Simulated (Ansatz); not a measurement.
# Epitaxial strain in WSe$_{2}$: moduli and critical thickness

Level of theory: DFT r2SCAN, scalar-relativistic, plane waves, PAW in Ansatz 0.2.0. Run with 500 eV cutoff, 12×12×2 k-mesh, Gaussian smearing of 0.02 eV, no spin polarisation.

Reference structure (relaxed):

```xyz
6
Lattice="3.3151 0.0000 0.0000 -1.6576 2.8710 0.0000 0.0000 0.0000 13.7289" Properties=species:S:1:pos:R:3 pbc="T T T"
W     1.6576    0.9570   10.2967
W     0.0000    1.9140    3.4322
Se    0.0000    1.9140   11.9586
Se    1.6576    0.9570    5.0942
Se    0.0000    1.9140    8.6348
Se    1.6576    0.9570    1.7703
```

The a-b plane is strained alike in both directions, as on a substrate, while c and the atoms relax within the symmetry that the strain leaves. Stress is positive in compression; energies are free energies at the smearing used, per atom.

Spin–orbit coupling is left out, which can shift energies with elements as heavy as these.

| strain (%) | c (Å) | σ in plane (GPa) | ΔE (meV/atom) |
| --- | --- | --- | --- |
| -3.0 | 13.9211 | 7.56 | 29.43 |
| -2.0 | 13.8581 | 4.86 | 12.82 |
| -1.0 | 13.7849 | 2.35 | 3.15 |
| +0.0 | 13.7289 | -0.01 | 0.00 |
| +1.0 | 13.6554 | -2.18 | 2.99 |
| +2.0 | 13.5642 | -4.23 | 11.78 |
| +3.0 | 13.5316 | -6.12 | 26.04 |

**Question.** Get the biaxial modulus twice, from the stresses and from the energies of the innermost pair.

**Answer.** From stress: M = −Δσ/Δε = (2.35 − (-2.18)) / 0.020 = 226 GPa. Two in-plane directions each store σε/2, so the energy density is Mε²: M = (mean ΔE)/(V ε²) = 3.07 meV / (21.778 Å³ × 0.010²) × 0.16022 GPa Å³/meV = 226 GPa. The two agree.

**Question.** How well does Mε², with M from the stresses, predict the outermost points?

**Answer.** 27.7 meV predicted against 29.4 computed at -3.0 %; 27.7 meV predicted against 26.0 computed at +3.0 %. Compression costs more than stretching, the usual sign of bonds that stiffen as they shorten.

**Question.** How does c respond, and up to what thickness can a film with 1 % or 2 % misfit stay coherent on a thick substrate?

**Answer.** c answers with ε_c = −0.47 ε. In an isotropic solid that ratio is 2ν/(1 − ν), so ν = r/(2 + r) = 0.19. A film of thickness h stores Mε²h per area, 22.6 mJ/m² per nm at 1 %. The Matthews–Blakeslee balance for pure edge misfit dislocations, h = b/(8πf(1 + ν)) × (ln(h/b) + 1), with b taken as the in-plane vector a = 3.32 Å, solved by iteration, gives 3.8 nm at f = 1 % and 1.3 nm at 2 %. This is an isotropic estimate in which the moduli cancel; the real Burgers vector, glide system, anisotropy and slow kinetics can shift it by a factor of a few, mostly upward.